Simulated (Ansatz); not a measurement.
Input and output of a band-structure calculation on TiSi3O8 on the sites of the rutile structure (relaxed group Cmmm) (the PAW code Ansatz, PBE). The cell was relaxed beforehand with r2SCAN.

Input (YAML):
```yaml
crystal:
  lattice:
    - [3.0576756851, -3.0057199499, 0.0]
    - [3.0576756851, 3.0057199499, 0.0]
    - [0.0, 0.0, 5.5039105076]
  atoms:
    - { symbol: Si, position: [0.5, 0.5, 0.0] }
    - { symbol: Si, position: [0.0, 0.0, 0.7559215282] }
    - { symbol: O, position: [0.1945064631, 0.1945064631, 0.0] }
    - { symbol: O, position: [0.8054935369, 0.8054935369, 0.0] }
    - { symbol: O, position: [0.7009395754, 0.2990604246, 0.7679688965] }
    - { symbol: O, position: [0.2990604246, 0.7009395754, 0.7679688965] }
    - { symbol: Ti, position: [0.5, 0.5, 0.5] }
    - { symbol: Si, position: [0.0, 0.0, 0.2440784718] }
    - { symbol: O, position: [0.1815447389, 0.1815447389, 0.5] }
    - { symbol: O, position: [0.8184552611, 0.8184552611, 0.5] }
    - { symbol: O, position: [0.7009395754, 0.2990604246, 0.2320311035] }
    - { symbol: O, position: [0.2990604246, 0.7009395754, 0.2320311035] }
kpoints:
  mp_grid: { grid: [6, 6, 6] }
  band_path:
    path:
      - [[0.0, 0.0, 0.0], [0.5, 0.5, 0.0], [0.5084237713651, 0.4915762286349, 0.0]]
      - [[0.4915762286349, -0.4915762286349, 0.0], [0.0, 0.0, 0.0], [0.0, 0.0, 0.5], [0.4915762286349, -0.4915762286349, 0.5]]
      - [[0.5084237713651, 0.4915762286349, 0.5], [0.5, 0.5, 0.5], [0.5, 0.5, 0.0]]
      - [[0.0, 0.0, 0.0], [0.5, -3.361382138469e-17, 0.0], [0.5, -3.361382138469e-17, 0.5], [0.0, 0.0, 0.5], [0.5, 0.5, 0.5]]
    npoints: 10
hamiltonian:
  xc: pbe
scf:
  occupations: { method: fermi_dirac, width: 0.02 }
  n_extra_bands: 7
output:
  forces: true
  stress: true
  eigenvalues: true
```

Q: It took 8.7 s on 1 × NVIDIA H100 80GB HBM3 with 2 threads of AMD EPYC 7R13 Processor (Zen 3) (shared host). What peak of host memory did it reach?

A: About 1 GiB.

The log, with set-up remarks and timings taken out:
```
scf.n_extra_bands = 7 over 36 filled bands (N_el = 72.0): the run solves 43 bands
Functional definition: PBE
Crystal: 12 atoms, lattice volume = 101.168 Å³
Basis set: ecut = 420 eV, 1979 PW (Γ)
Symmetry: 8 space group operations
Space group: Cmmm (ITA 65)
k-points: 52 of 216
SCF iter   1: HF=-8958.339547 eV  Δρ=4.32e-3  dr2=1.17e-2
preconditioner: auto → Resta (q_TF=auto, 2.578 Å⁻¹)  ε∞=6.3  [insulator: Δε(μ)=1.823 eV  σ=0.020 eV  ℏωp=29.5 eV]
SCF iter   2: HF=-8958.339043 eV  Δρ=2.26e-3  dr2=3.71e-3
SCF iter   3: HF=-8958.339309 eV  Δρ=5.95e-4  dr2=3.44e-4
SCF iter   4: HF=-8958.339278 eV  Δρ=1.36e-4  dr2=1.34e-5
SCF iter   5: HF=-8958.339095 eV  Δρ=4.24e-5  dr2=1.77e-6
SCF iter   6: HF=-8958.339096 eV  Δρ=1.59e-5  dr2=2.19e-7
SCF iter   7: HF=-8958.339096 eV  Δρ=4.65e-6  dr2=2.07e-8
SCF 1 converged in 7 iterations: F = -8958.339096 eV  dr2 = 2.07e-8
SCF converged after 7 iterations
Free energy (F): -8958.339096 eV
Fermi energy:    11.104714 eV
--- Forces (eV/Å), atoms counted from 1 ---
  atom   1  Si      0.00000      0.00000      0.00000
  atom   2  Si      0.00000      0.00000    -0.04379
  atom   3  O       0.11482      0.00000      0.00000
  atom   4  O     -0.11482      0.00000      0.00000
  atom   5  O       0.00000    -0.01559    -0.06171
  atom   6  O       0.00000      0.01559    -0.06171
  atom   7  Ti      0.00000      0.00000      0.00000
  atom   8  Si      0.00000      0.00000      0.04379
  atom   9  O       0.14042      0.00000      0.00000
  atom  10  O     -0.14042      0.00000      0.00000
  atom  11  O       0.00000    -0.01559      0.06171
  atom  12  O       0.00000      0.01559      0.06171
--- Stress (GPa, compression-positive) ---
        7.829293       0.000000       0.000000
        0.000000       8.240765       0.000000
        0.000000       0.000000       8.748963
  P = ⅓ Tr σ = 8.2730 GPa (82.730 kbar)
```

Levels along the path, in eV from the valence top (v1 is the last filled band, c1 the first empty one):
```tsv
point	distance (1/Å)	v1	c1
Γ	0.00	0.00	1.79
·	0.51	-0.61	1.86
Y	1.03	-1.01	1.81
·	1.04	-1.01	1.81
C₀	1.05	-1.01	1.82
Σ₀	1.05	-1.01	1.82
·	1.46	-0.89	1.96
·	1.97	-0.03	1.80
Γ	2.07	0.00	1.79
·	2.30	-0.09	1.94
·	2.59	-0.44	2.19
Z	2.64	-0.47	2.20
·	3.05	-0.64	2.27
·	3.57	-1.30	2.36
A₀	3.67	-1.37	2.37
E₀	3.67	-1.37	2.37
·	3.68	-1.37	2.37
·	3.69	-1.37	2.37
T	3.69	-1.37	2.37
·	3.86	-1.32	2.26
·	4.15	-1.04	1.87
Y	4.26	-1.01	1.81
Γ	4.26	0.00	1.79
·	4.41	-0.06	1.81
·	4.77	-0.65	1.97
S	4.99	-0.87	2.01
·	5.11	-0.89	2.04
·	5.39	-0.93	2.25
R	5.56	-0.89	2.30
·	5.71	-0.84	2.29
·	6.08	-0.52	2.22
Z	6.30	-0.47	2.20
·	6.50	-0.51	2.21
·	7.02	-1.14	2.33
T	7.32	-1.37	2.37
```

PBE gives a direct gap of 1.79 eV at Γ. The lowest empty level at Y lies only 27 meV higher, so the place of the conduction bottom isn't settled. Edges are sought over the mesh and the listed points. The mean pressure at these positions is +8.27 GPa, compression counted positive. The largest force is 0.14 eV/Å.

These are computed values for a spin-unpolarised cell that may be hypothetical; none is a measurement.
